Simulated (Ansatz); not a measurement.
## SnC₂S₂N₂: reading a single point

```
CELL_PARAMETERS angstrom
5.74447 0.00000 0.00000
-0.29003 4.98465 0.00000
1.91402 1.35578 10.11735
ATOMIC_POSITIONS crystal
Sn 0.18620 0.17120 0.25620
Sn 0.81380 0.82880 0.74380
N 0.77500 0.08300 0.90700
N 0.22500 0.91700 0.09300
N 0.41300 0.86300 0.34800
N 0.58700 0.13700 0.65200
S 0.86020 0.73480 0.40420
S 0.13980 0.26520 0.59580
C 0.59700 0.81400 0.37100
C 0.40300 0.18600 0.62900
C 0.74700 0.20300 0.99900
C 0.25300 0.79700 0.00100
S 0.71590 0.37730 0.12450
S 0.28410 0.62270 0.87550
```

Level: PBE, no spin polarisation; 420 eV; 3×4×2 Γ-centred mesh; fermi-dirac occupations (width 0.1 eV); Ansatz 0.2.0, fixed geometry.

Formation energy: 0.17 eV an atom against the elements' usual phases (free molecules for gases, crystals otherwise, with no correction for O₂ or N₂), so at this geometry it isn't bound against them. Relaxing would lower it.
Forces: The largest is on C9 (and as large on other atoms): 3.11 eV/Å, components (3.00, -0.55, 0.60). It makes 179° with the line to a nearest neighbour, N5 at 1.16 Å, pointing away from it.
Stress: The pressure is 0.6 GPa (compression positive), so with the atoms held at these fractions the cell would first expand; the forces are large, so a full relaxation may end otherwise. The principal stresses -0.1, 0.7, 1.2 GPa differ, so its shape would change too.
Band edges: Within 0.7 eV of the edges, the states project mainly on S p (64 %) and N p (21 %) below the gap and on Sn p (54 %) and C p (20 %) above it.
Electronic structure: The gap on the k mesh is 2.71 eV; the mesh may miss the band edges, so the true gap of this level can be smaller.

Origin: a database entry at a rescaled volume. Caveats: an odd or shifted mesh can miss the band edges, so this level's true gap may be smaller; no spin-orbit coupling, which can shift this gap by tenths of an eV; forces this large suggest misplaced atoms in the database entry; atoms or cell far from equilibrium.
